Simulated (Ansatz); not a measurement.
The relaxed structure here is a generated cell of AlNi: the first start was made by placing the elements on the sites of a structure type, and the end was not matched to a known phase here, so it may be hypothetical. Known forms of AlNi include space group No. 221.

A relaxed cell of AlNi (P4/nmm (No. 129)), relaxed on a k-mesh at least as fine as the one used below. Method: PBE (plane waves to 420 eV, PAW, scalar-relativistic; Ansatz, an electronic-structure program). Γ-centred k-mesh 10×10×6 on the run's cell (coarser than for final values), Fermi–Dirac smearing 0.05 eV.

```xyz
8
Lattice="6.2345 0.0000 0.0000 3.1172 3.1172 0.0000 0.0000 0.0000 5.2315" Properties=species:S:1:pos:R:3 pbc="T T T"
Al     1.5586     0.0000     3.4516
Al     4.6759     0.0000     3.4516
Al     6.2345     1.5586     1.7799
Al     3.1172     1.5586     1.7799
Ni     1.5586     0.0000     0.7584
Ni     4.6759     0.0000     0.7584
Ni     6.2345     1.5586     4.4731
Ni     3.1172     1.5586     4.4731
```

The atoms are displaced along an unstable phonon of this cell by (Å):

```csv
atom,ux,uy,uz
Al1,-0.142,0.012,0.000
Al2,0.142,-0.012,0.000
Al3,-0.012,0.142,0.000
Al4,0.012,-0.142,0.000
Ni5,-0.150,0.012,0.000
Ni6,0.150,-0.012,0.000
Ni7,-0.012,0.150,0.000
Ni8,0.012,-0.150,0.000
```

Problem. What forces (eV/Å) and pressure result?

Solution. 
| atom | Fx | Fy | Fz |
|---|---|---|---|
| Al1 | -0.02 | 0.01 | 0.05 |
| Al2 | 0.02 | -0.01 | 0.05 |
| Al3 | -0.01 | 0.02 | -0.05 |
| Al4 | 0.01 | -0.02 | -0.05 |
| Ni5 | -0.17 | 0.02 | -0.01 |
| Ni6 | 0.17 | -0.02 | -0.01 |
| Ni7 | -0.02 | 0.17 | 0.01 |
| Ni8 | 0.02 | -0.17 | 0.01 |

Pressure -0.5 GPa.

The undisplaced cell is probably no minimum: from this displacement the run went on to Pbcm (No. 57), 0.04 eV/atom below it.

No spin polarisation in the result: the starting moments vanished. A magnetic state may lie lower.
